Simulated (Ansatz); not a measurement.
A geometry of MgF2 away from equilibrium: step 2 of the relaxation of a generated trial cell of MgF2 in the AFLOW prototype A2B_tP6_129_ac_c (C38, as in Cu2Sb). Level of theory: PBEsol (plane waves to 420 eV, PAW, scalar-relativistic; Ansatz, a quantum-chemistry and plane-wave program). Γ-centred k-mesh 7×7×5 on the run's cell (coarser than for final values), Fermi–Dirac smearing 0.05 eV.

```
MgF2
1.0
    3.55577     0.00000     0.00000
    0.00000     3.55577     0.00000
    0.00000     0.00000     5.30602
F Mg
4 2
Direct
  0.00000   0.00000   0.00000
  0.50000   0.50000   0.00000
  0.50000   0.00000   0.30629
  0.00000   0.50000   0.69371
  0.50000   0.00000   0.72894
  0.00000   0.50000   0.27106
```

Problem. Which atoms carry the largest force, and which way does it point?

Solution. 3.89 eV/Å, on F3, F4 (atoms numbered as listed); on F3 its components are (0.00, 0.00, 3.89).

Problem. What is the pressure?

Solution. -10.8 GPa, compression positive.

Problem. How far above the relaxed end point is this geometry?

Solution. 0.49 eV/atom; the path ends in P4/nmm (No. 129).

No spin polarisation in the result. Without a van der Waals term the distances between weakly bound units are poorly fixed.

The run could not lose the symmetry of its start: the end is stationary, and may be a saddle point rather than a minimum.

The end of the path is a generated cell of MgF2: the first start was made by placing the elements on the sites of a structure type, and the end was not matched to a known phase here, so it may be hypothetical. Known forms of MgF2 include space group No. 136.
